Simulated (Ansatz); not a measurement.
BeSe:
```
CELL_PARAMETERS angstrom
      0.00000     2.54068     2.54068
      2.54068     0.00000     2.54068
      2.54068     2.54068     0.00000
ATOMIC_POSITIONS crystal
  Be 0.00000 0.00000 0.00000
  Se 0.75000 0.75000 0.75000
```

Relaxed with LDA. Special points in fractions of this cell's reciprocal vectors: Γ (0.000, 0.000, 0.000); X (0.500, 0.000, 0.500); U (0.625, 0.250, 0.625); K (0.375, 0.375, 0.750); L (0.500, 0.500, 0.500); W (0.500, 0.250, 0.750).

Problem. List the band energies nearest the valence-band maximum at these points for the program Ansatz at the LDA level (PAW).

Solution. In eV from the valence-band maximum; about four levels below and three above (degenerate sets whole), none deeper than 8.9 eV; points with the same levels are listed once.

```json
[
 {"k": "Γ", "below": "0.00 0.00 0.00", "above": "4.44 4.95 4.95 4.95"},
 {"k": "X", "below": "-5.25 -2.80 -2.80", "above": "2.40 4.15 11.88 11.88"},
 {"k": "U", "below": "-4.80 -4.26 -2.34", "above": "3.61 6.82 9.80"},
 {"k": "L", "below": "-5.95 -1.13 -1.13", "above": "4.39 5.92 5.92"},
 {"k": "W", "below": "-4.51 -4.03 -3.50", "above": "6.07 7.13 7.27"}
]
```

Space group F-43m (zinc blende). The cell was relaxed with LDA under the symmetry of its start; phonons on a q-mesh show no instability. Spin–orbit coupling is left out wherever it is not named.

Potentials: the earlier of the program's two PAW sets.
